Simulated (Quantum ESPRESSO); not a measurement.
Inputs of pw.x and gipaw.x (a modified build of Quantum ESPRESSO, PBE) for CsI; the starting potential comes from an earlier run on another mesh:

```
&CONTROL
  calculation = 'scf'
  prefix = 'x'
  pseudo_dir = './pseudo'
  outdir = './out'
  tprnfor = .true.
/
&SYSTEM
  ibrav = 0
  nat = 2
  ntyp = 2
  ecutwfc = 40
  ecutrho = 160
  occupations = 'fixed'
  nbnd = 8
/
&ELECTRONS
  conv_thr = 1e-11
  startingpot = 'file'
/
ATOMIC_SPECIES
Cs 132.905 Cs.GGA_PBE-JTH.UPF
I 126.904 I.GGA_PBE-JTH.UPF
CELL_PARAMETERS angstrom
    4.665210000000     0.000000000000     0.000000000000
    0.000000000000     4.665210000000     0.000000000000
    0.000000000000     0.000000000000     4.665210000000
ATOMIC_POSITIONS crystal
Cs     0.000000000000     0.000000000000     0.000000000000
I      0.500000000000     0.500000000000     0.500000000000
K_POINTS automatic
6 6 6 1 1 1
```

```
&INPUTGIPAW
  job = 'nmr'
  prefix = 'x'
  tmp_dir = './out/'
  restart_mode = 'from_scratch'
  pawproj(1) = .true.
  pawproj(2) = .true.
  use_nmr_macroscopic_shape = .false.
/
```

The geometry is a computed Materials Project entry, not a measured one. It is CsI in Pm-3m. Stability against distortions was not tested.

Question: What does gipaw.x print for the total shieldings?

Answer: 
```
     Total NMR chemical shifts in ppm: ---------------------------------------
     (adopting the Simpson convention for anisotropy and asymmetry)-----------

     Atom  1  Cs  pos: (  0.000000  0.000000  0.000000)  Total sigma:        5383.24
          5383.2386         -0.0000         -0.0000
            -0.0000       5383.2386         -0.0000
             0.0000         -0.0000       5383.2386

     Cs      1    anisotropy:      0.00    eta:    0.0000
     Cs      1    sigma_11=   5383.24
     Cs      1    sigma_22=   5383.24
     Cs      1    sigma_33=   5383.24

     Atom  2  I   pos: (  0.500000  0.500000  0.500000)  Total sigma:        4519.26
          4519.2643         -0.0000         -0.0000
            -0.0000       4519.2643          0.0000
             0.0000         -0.0000       4519.2643

     I       2    anisotropy:     -0.00    eta:    0.0000
     I       2    sigma_11=   4519.26
     I       2    sigma_22=   4519.26
     I       2    sigma_33=   4519.26
```
The printed anisotropy is 3/2 (σ_33 − σ_iso) in the program's own order; the axes are left out here. All sites are cubic, so the anisotropy vanishes by symmetry. These are absolute shieldings with no macroscopic susceptibility term; δ = σ_ref − σ needs a reference computed alike. In our sweeps, cutoffs and meshes of this size left a few ppm, and up to some 20 ppm on atoms from Zn on. No spin–orbit coupling; Cs is the heaviest element present. No d partial waves on I: the paramagnetic term there is incompletely reconstructed.
